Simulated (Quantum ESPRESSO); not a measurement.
Kohn-Sham bands of BaS (rock salt)

```
CELL_PARAMETERS angstrom
      0.00000     3.22567     3.22567
      3.22567     0.00000     3.22567
      3.22567     3.22567     0.00000
ATOMIC_POSITIONS crystal
  Ba 0.00000 0.00000 0.00000
  S  0.50000 0.50000 0.50000
```

Materials Project entry mp-1500; symmetrised, unrelaxed at this level. COD (Crystallography Open Database) has an entry of this formula and space group (matched by these alone). Level: LDA, no spin polarisation, no spin-orbit coupling; pw.x of Quantum ESPRESSO at 46 Ry with PseudoDojo potentials, 8×8×8 k-points, Wannier90. Density: 8×8×8 mesh, cold smearing 0.01 Ry. Spin-orbit coupling is left out although heavy elements are present.

**Question.** List the Kohn-Sham levels between −8 and 5.1 eV relative to the valence-band maximum at the high-symmetry points, as a band run of pw.x on that density gives them (levels within 2 meV counted together).

**Answer.** 
```csv
point,k (reciprocal lattice),levels (eV)
Γ,0.000 0.000 0.000,"0.00 (×3), 3.23, 3.80 (×3), 4.75 (×2)"
X,0.500 0.000 0.500,"-0.51, -0.13 (×2), 2.05"
U,0.625 0.250 0.625,"-0.91, -0.55, -0.52, 3.17"
K,0.375 0.375 0.750,"-0.91, -0.55, -0.52, 3.17"
L,0.500 0.500 0.500,"-1.88, -0.99 (×2)"
W,0.500 0.250 0.750,"-1.05, -0.47 (×2), 4.11 (×2)"
```
